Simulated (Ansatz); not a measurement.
Problem. Each is relaxed and computed with the program Ansatz at the LDA level (PAW). Which is the only one with a gap?
A) LiF, P6_3/mmc (Li on 2c, F on 2d)
B) ReB2, P6_3/mmc (Re on 2c, B on 4f)
C) Re2C, P6_3/mmc (Re on 4f, C on 2c)
D) AlCr2C, P6_3/mmc (Al on 2d, Cr on 4f, C on 2a)

Solution. A, LiF, P6_3/mmc (Li on 2c, F on 2d). LiF: gap 7.84 eV (direct); ReB2: metal; Re2C: metal; AlCr2C: metal. Typed or built starts, not in the databases checked: LiF, P6_3/mmc (Li on 2c, F on 2d). Not the usual ambient phase: LiF, P6_3/mmc (Li on 2c, F on 2d). Standing as an ambient phase not checked: ReB2, P6_3/mmc (Re on 2c, B on 4f); Re2C, P6_3/mmc (Re on 4f, C on 2c). All cells were relaxed under the symmetry of their starts (and spin orders); stability against distortions was not tested throughout. Rows with no word on spin ran without spin polarisation. Scalar-relativistic: spin–orbit coupling is off unless named, which matters more the heavier the elements.

Potentials: the later of the program's two PAW sets.
